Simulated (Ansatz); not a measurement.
LaB6:
```
LaB6
1.0
    4.15500     0.00000     0.00000
    0.00000     4.15500     0.00000
    0.00000     0.00000     4.15500
La B
1 6
Direct
  0.00000   0.00000   0.00000
  0.19982   0.50000   0.50000
  0.50000   0.19982   0.50000
  0.80018   0.50000   0.50000
  0.50000   0.80018   0.50000
  0.50000   0.50000   0.19982
  0.50000   0.50000   0.80018
```

Relaxed with PBE. Special points in fractions of this cell's reciprocal vectors: Γ (0.000, 0.000, 0.000); X (0.000, 0.500, 0.000); M (0.500, 0.500, 0.000); R (0.500, 0.500, 0.500).

Question: List the band energies nearest the Fermi level at these points for PBE in the plane-wave PAW code Ansatz.

Answer: In eV from the Fermi level; about four levels below and three above (degenerate sets whole), none deeper than 8.9 eV; points with the same levels are listed once.

```
k                                below                above
-  -----------------------------------  -------------------
Γ        -6.96 -6.96 -1.86 -1.86 -1.86       0.19 0.19 0.19
X        -3.45 -3.45 -3.19 -2.47 -1.49       1.41 1.57 1.57
M              -4.44 -4.44 -2.89 -2.89       0.99 0.99 1.87
R  -4.71 -4.71 -4.71 -2.40 -2.40 -2.40  1.41 1.69 1.69 1.69
```

Space group Pm-3m. The cell was relaxed with PBE under the symmetry of its start. Scalar-relativistic: spin–orbit coupling is off unless named, which matters more the heavier the elements.

Potentials: the later of the program's two PAW sets.
